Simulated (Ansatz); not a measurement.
## Property card for ScAg

ScAg:
```xyz
2
Lattice="3.3821 0.0000 0.0000 0.0000 3.3821 0.0000 0.0000 0.0000 3.3821" Properties=species:S:1:pos:R:3 pbc="T T T"
Sc     1.6910     1.6910     1.6910
Ag     0.0000     0.0000     0.0000
```

Space group Pm-3m (No. 221), CsCl type; conventional cell a = b = c = 3.382 Å, α = β = γ = 90.00°.

Method: DFT-PBEsol in the program Ansatz with PAW potentials. Geometry: relaxed at this level of theory. Other levels are named where they apply.

Cell and energy:

- Volume per atom: 19.34 Å³
- Density: 6.56 g/cm³
- Formation energy from the elements (no fitted shifts): -0.31 eV/atom

Electronic structure:

- Electronic character = metallic (no gap)
- Density of states at the Fermi level = 0.72 states/eV per atom (mean over ±0.08 eV)
- Gap with spin–orbit coupling = none (metallic)

Mechanics:

- Bulk modulus (Birch–Murnaghan fit): 92.3 GPa
- Pressure derivative B′: 4.5
- Elastic constants (relaxed ions, GPa): C11 = 116, C12 = 79.8, C44 = 48.2
- Mechanical stability: stable (all eigenvalues of C positive)
- Hill bulk and shear moduli: 91.8 and 32.4 GPa
- Young's modulus: 87.0 GPa
- Poisson's ratio: 0.34
- Debye temperature from the elastic constants: 277 K

Charges:

- Bader charges: Sc +1.43, Ag -1.43 e

The workflow started from an entry of the Crystallography Open Database (COD). Its standing as an ambient phase is unchecked. Symmetry was held in the PBEsol relaxation; its stability against distortions is not shown here. The run is not spin-polarised. As this level gives no gap, shear constants depend on the k-mesh and smearing (Fermi–Dirac, 0.1 eV here). The references are the lowest solids computed at this level, not always the standard phases. Scalar-relativistic: spin–orbit coupling is off unless named, which matters more the heavier the elements.

Potentials: the later of the program's two PAW sets.
